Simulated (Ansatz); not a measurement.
A geometry of Ta away from equilibrium: step 3 of the relaxation of a relaxed Ta cell, doubled along one cell vector, shaken by Gaussian noise of σ = 0.08 Å a coordinate. The numbers are results of r2SCAN (plane waves to 500 eV, PAW, scalar-relativistic; Ansatz, a program for electronic structure), not measurements. Γ-centred k-mesh 6×12×12 on the run's cell (coarser than for final values), Fermi–Dirac smearing 0.05 eV. The plane waves were selected for a different cell earlier on the path.

```
Ta
1.0
    5.26977     0.00350    -0.00720
    0.00175     2.73497    -0.00194
   -0.00360    -0.00194     2.74608
Ta
2
Direct
  0.99168   0.97156   0.15118
  0.49365   0.03123   0.85274
```

What forces act on the atoms (eV/Å)?


```
atom     Fx     Fy     Fz
----  -----  -----  -----
Ta1    0.11  -0.27   0.82
Ta2   -0.11   0.27  -0.82
```

The path ends in Im-3m (No. 229) (bcc (W type)). No spin polarisation in the result.

The run could not lose the symmetry of its start.

Of the parent cell (Pm-3m (No. 221)): it is a generated cell of Ta: the first start was made by placing the elements on the sites of a structure type, and the end was not matched to a known phase here, so it may be hypothetical. Known forms of Ta include space group No. 229.
